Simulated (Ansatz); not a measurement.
### Question
Each is relaxed and computed with r²SCAN (plane waves, PAW; program Ansatz). Which is the only metal?
A) SrP, P-62m (Sr on 3g, Sr on 3f, P on 4h, P on 2e)
B) InP, zinc blende
C) Rb2P2Pd, Cmcm (Rb on 4c, Rb on 4c, P on 8g, Pd on 4a)
D) MgNi2P, Pnma (Mg on 4c, Ni on 8d, P on 4c)

### Answer
D, MgNi2P, Pnma (Mg on 4c, Ni on 8d, P on 4c). MgNi2P: metal; Rb2P2Pd: gap 1.25 eV (indirect); SrP: gap 0.75 eV (indirect); InP: gap 1.03 eV (direct). Standing as an ambient phase not checked: MgNi2P, Pnma (Mg on 4c, Ni on 8d, P on 4c); Rb2P2Pd, Cmcm (Rb on 4c, Rb on 4c, P on 8g, Pd on 4a); SrP, P-62m (Sr on 3g, Sr on 3f, P on 4h, P on 2e). All cells were relaxed under the symmetry of their starts (and spin orders); stability against distortions was not tested throughout. Rows with no word on spin ran without spin polarisation. Scalar-relativistic: spin–orbit coupling is off unless named, which matters more the heavier the elements.

Potentials: the later of the program's two PAW sets.
